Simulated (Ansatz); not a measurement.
Input and command of a calculation in Ansatz (plane waves; scalar-relativistic PAW potentials unless the input names others):

```yaml
crystal:
  lattice:
    - [4.4771669466, 0.0, 0.0]
    - [0.0, 4.4771669466, 0.0]
    - [0.0, 0.0, 4.4771669466]
  atoms:
    - { symbol: Ga, position: [0.0, 0.0, 0.0] }
    - { symbol: Ga, position: [0.5, 0.5, 0.5] }
    - { symbol: C, position: [0.25, 0.25, 0.25] }
    - { symbol: C, position: [0.25, 0.75, 0.75] }
    - { symbol: C, position: [0.75, 0.75, 0.25] }
    - { symbol: C, position: [0.75, 0.25, 0.75] }
basis:
  ecutwfc: 420
kpoints:
  mp_grid: { grid: [8, 8, 8] }
hamiltonian:
  xc: r2scan
scf:
  occupations: { method: gaussian, width: 0.1 }
  initial_density: { chi_scale: 0.1 }
output:
  forces: true
  eigenvalues: true
  stress: true
relax:
  adjacent_minimum: "off"
  f_tol: 0.01
  max_steps: 80
  cell: { stress_tol: 0.05 }
```

```bash
ansatz run input.yaml --threads 1 --pin off --max-ram 2560MiB --backend cpu --events-out ev --progress --plain --runs-dir out
```

Abridged log:
```
Warning: basis.ecutwfc = 420 eV is below the records' recommended 500 eV, and the density's cutoff is lower with it unless basis.ecutrho_ratio is high enough to keep the records' density cutoff: compare with a run at a higher cutoff
Pseudopotentials: kind: paw
Pseudopotential: Ga, paw, valence charge 13, recommended cutoff 500 eV (meta_gga)
Pseudopotential: C, paw, valence charge 4, recommended cutoff 500 eV (meta_gga)
Functional definition: r2SCAN
Crystal: 6 atoms, lattice volume = 89.745 Å³
Basis set: ecut = 420 eV, 1743 PW (Γ), exchange–correlation on 120×120×120 points (64 copies of the dense FFT grid, shifted against one another)
Bands: 27, of which v1, the nominal top of the filled ones, is band 21 counted from 1 (20 counted from 0)
Symmetry: 48 space group operations
Space group: Pn-3m (ITA 224), of the structure as read, at distance tolerance 4.5e-5 Å
k-points: 35 of 512
Initial density: superposition of atomic densities (chi_scale 0.1, normalization cell, long waves kept (reshape's long-wave potential 0.00 eV rms))
Initial wavefunctions: pseudopotential atomic-orbital guess
Functional: x = r2scan, c = r2scan; τ floored in thin density (d = 2e-4 eV/Å³)
SCF iter   1: F=—  HF=-8570.258553 eV  |F-HF|=—  |Δ(HF+E_count)|=         —  Δρ=7.41e-2  dr2=2.59e0  dr2_τ=1.24e-1  ethr=3.10e-3  ⟨swp⟩=6.0  Hψ=4142  notcnv=0
SCF iter   2: F=—  HF=-8570.043951 eV  |F-HF|=—  |Δ(HF+E_count)|=   2.15e-1  Δρ=4.23e-2  dr2=9.39e-1  dr2_τ=6.81e-3  ethr=3.10e-3  ⟨swp⟩=3.0  Hψ=2126  notcnv=0  defer=35
SCF iter   3: F=—  HF=-8569.943469 eV  |F-HF|=—  |Δ(HF+E_count)|=   1.00e-1  Δρ=9.40e-3  dr2=8.21e-2  dr2_τ=1.30e-3  ethr=2.24e-3  ⟨swp⟩=3.0  Hψ=1814  notcnv=0  defer=35
SCF iter   4: F=—  HF=-8569.882586 eV  |F-HF|=—  |Δ(HF+E_count)|=   6.09e-2  Δρ=4.37e-3  dr2=1.31e-2  dr2_τ=2.27e-4  ethr=1.95e-4  ⟨swp⟩=2.0  Hψ=1851  notcnv=0  defer=35
SCF iter   5: F=—  HF=-8569.889097 eV  |F-HF|=—  |Δ(HF+E_count)|=   6.51e-3  Δρ=8.97e-4  dr2=5.63e-4  dr2_τ=1.25e-5  ethr=3.12e-5  ⟨swp⟩=2.0  Hψ=1597  notcnv=0  defer=35
SCF iter   6: F=—  HF=-8569.889208 eV  |F-HF|=—  |Δ(HF+E_count)|=   1.11e-4  Δρ=2.60e-4  dr2=3.50e-5  dr2_τ=2.80e-6  ethr=1.34e-6  ⟨swp⟩=2.0  Hψ=1289  notcnv=0  defer=35
SCF iter   7: F=—  HF=-8569.889256 eV  |F-HF|=—  |Δ(HF+E_count)|=   4.76e-5  Δρ=3.40e-5  dr2=6.64e-7  dr2_τ=3.39e-8  ethr=8.32e-8  ⟨swp⟩=2.0  Hψ=1319  notcnv=0  defer=35
SCF iter   8: F=-8569.889257 eV  HF=-8569.889257 eV  |F-HF|=9.30e-9  |Δ(HF+E_count)|=   1.19e-6  Δρ=4.87e-6  dr2=2.12e-8  dr2_τ=2.68e-10  ethr=2.38e-10  ⟨swp⟩=10.2  Hψ=4732  notcnv=0
SCF 1 converged in 8 iterations: F = -8569.889257 eV  dr2 = 2.12e-8
relax step   1: F+E_penalty+E_count = -8569.88925692 eV  Δ(F+E_penalty+E_count) = +0.000e0 eV  max|allowed force component| = 3.855e-18 eV/Å  Δτ_max = 0.0000 Å  P = -2.506 GPa  Ω = 89.745 Å³  (8 SCF iters, dr2 threshold 1.00e-7 eV, accepted)
Crystal: 6 atoms, lattice volume = 88.407 Å³
Initial density: handed on by an earlier stage of this run
Initial wavefunctions: those handed on with the density
   ...
SCF iter   5: F=—  HF=-8569.909464 eV  |F-HF|=—  |Δ(HF+E_count)|=   1.73e-6  Δρ=4.84e-5  dr2=2.32e-6  dr2_τ=4.06e-8  ethr=2.25e-8  ⟨swp⟩=2.0  Hψ=1667  notcnv=0
SCF iter   6: F=-8569.909463 eV  HF=-8569.909463 eV  |F-HF|=6.60e-8  |Δ(HF+E_count)|=   5.87e-7  Δρ=1.23e-5  dr2=7.19e-8  dr2_τ=1.58e-9  ethr=1.43e-9  ⟨swp⟩=3.0  Hψ=3895  notcnv=0
SCF 3 converged in 6 iterations: F = -8569.909463 eV  dr2 = 7.19e-8
relax step   3: F+E_penalty+E_count = -8569.90946346 eV  Δ(F+E_penalty+E_count) = -3.701e-3 eV  max|allowed force component| = 3.469e-17 eV/Å  Δτ_max = 0.0000 Å  P = +0.035 GPa  Ω = 87.564 Å³  energy of the carried Pulay correction = +3.040e-3 eV  (6 SCF iters, dr2 threshold 6.00e-7 eV, accepted)
Initial wavefunctions: pseudopotential atomic-orbital guess (no wavefunctions were taken with the density)
SCF iter   1: F=—  HF=-8569.906529 eV  |F-HF|=—  |Δ(HF+E_count)|=         —  Δρ=7.40e-5  dr2=1.01e-6  dr2_τ=1.21e-6  ethr=1.47e-7  ⟨swp⟩=3.0  Hψ=6265  notcnv=0
SCF iter   2: F=—  HF=-8569.906536 eV  |F-HF|=—  |Δ(HF+E_count)|=   6.46e-6  Δρ=5.53e-5  dr2=9.27e-7  dr2_τ=7.89e-8  ethr=2.40e-9  ⟨swp⟩=2.0  Hψ=1674  notcnv=0
SCF iter   3: F=—  HF=-8569.906537 eV  |F-HF|=—  |Δ(HF+E_count)|=   8.21e-7  Δρ=1.33e-5  dr2=4.37e-8  dr2_τ=9.62e-9  ethr=2.21e-9  ⟨swp⟩=2.0  Hψ=1534  notcnv=0
SCF iter   4: F=—  HF=-8569.906537 eV  |F-HF|=—  |Δ(HF+E_count)|=   1.43e-8  Δρ=2.72e-6  dr2=3.85e-9  dr2_τ=1.34e-10  ethr=1.04e-10  ⟨swp⟩=2.0  Hψ=1675  notcnv=0
SCF iter   5: F=—  HF=-8569.906537 eV  |F-HF|=—  |Δ(HF+E_count)|=   9.91e-9  Δρ=8.64e-7  dr2=1.96e-10  dr2_τ=2.24e-11  ethr=9.17e-12  ⟨swp⟩=2.0  Hψ=1675  notcnv=0
SCF iter   6: F=-8569.906537 eV  HF=-8569.906537 eV  |F-HF|=3.09e-11  |Δ(HF+E_count)|=  2.95e-10  Δρ=1.86e-7  dr2=1.23e-11  dr2_τ=1.49e-12  ethr=1.00e-12  ⟨swp⟩=5.1  Hψ=3515  notcnv=0
SCF 4 converged in 6 iterations: F = -8569.906537 eV  dr2 = 1.23e-11
SCF converged after 6 iterations
Free energy (F): -8569.906537 eV
Harris-Foulkes:  -8569.906537 eV  (|F-HF|=3.09e-11)
Internal energy: -8569.885235 eV  (E = F + TS)
E sigma→0 (E₀):  -8569.895886 eV
Entropy (-TS):   -0.021302 eV (-3.550 meV/atom)
Fermi energy:    5.061460 eV
--- Forces (eV/Å), atoms counted from 1 ---
  atom   1  Ga     0.00000000     0.00000000     0.00000000
  atom   2  Ga     0.00000000     0.00000000     0.00000000
  atom   3  C      0.00000000     0.00000000     0.00000000
  atom   4  C      0.00000000     0.00000000     0.00000000
  atom   5  C      0.00000000     0.00000000     0.00000000
  atom   6  C      0.00000000     0.00000000     0.00000000
--- Stress (GPa, compression-positive) ---
       -0.003783       0.000000       0.000000
        0.000000      -0.003783       0.000000
        0.000000       0.000000      -0.003783
  P = ⅓ Tr σ = -0.0038 GPa (-0.038 kbar)
--- Relaxed structure (3 steps of the walk, 3 accepted, 1 SCFs on fresh bases) ---
  F+E_penalty+E_count = -8569.90653667 eV   max|allowed force component| = 3.161e-17 eV/Å   (the final SCF, on the basis selected at the relaxed cell)
  cell:  # Å, volume = 87.5641 Å³
    - [4.44060465, 0.0, 0.0]
    - [0.0, 4.44060465, 0.0]
    - [0.0, 0.0, 4.44060465]
  atoms:
    - { symbol: Ga, position: [0.0, 0.0, 0.0] }
    - { symbol: Ga, position: [0.5, 0.5, 0.5] }
    - { symbol: C, position: [0.25, 0.25, 0.25] }
    - { symbol: C, position: [0.25, 0.74999999, 0.74999999] }
    - { symbol: C, position: [0.74999999, 0.74999999, 0.25] }
    - { symbol: C, position: [0.74999999, 0.25, 0.74999999] }
```

Apart from outputs and empty bands, the input differs from a reference run on usual settings in scf.initial_density.chi_scale: not typed → 0.1; hamiltonian.xc: "pbe" → "r2scan". The reference, at the same start, ended its own course with a relaxed volume of 14.94 Å³/atom, pressure 0.00 GPa, largest force 0.000 eV/Å, no gap on the mesh. This run converged in 26 SCF iterations over all its steps (reference: 27) with a total energy on another zero, a relaxed volume of 14.59 Å³/atom, pressure 0.00 GPa, largest force 0.000 eV/Å, no gap on the mesh. Its cutoff is looser than usual. The Hamiltonian differs as well, so the change in the result can't be put down to that alone.

Time: 32 s on 1 thread of Arm Neoverse V2 (shared host), peak memory 0.47 GiB.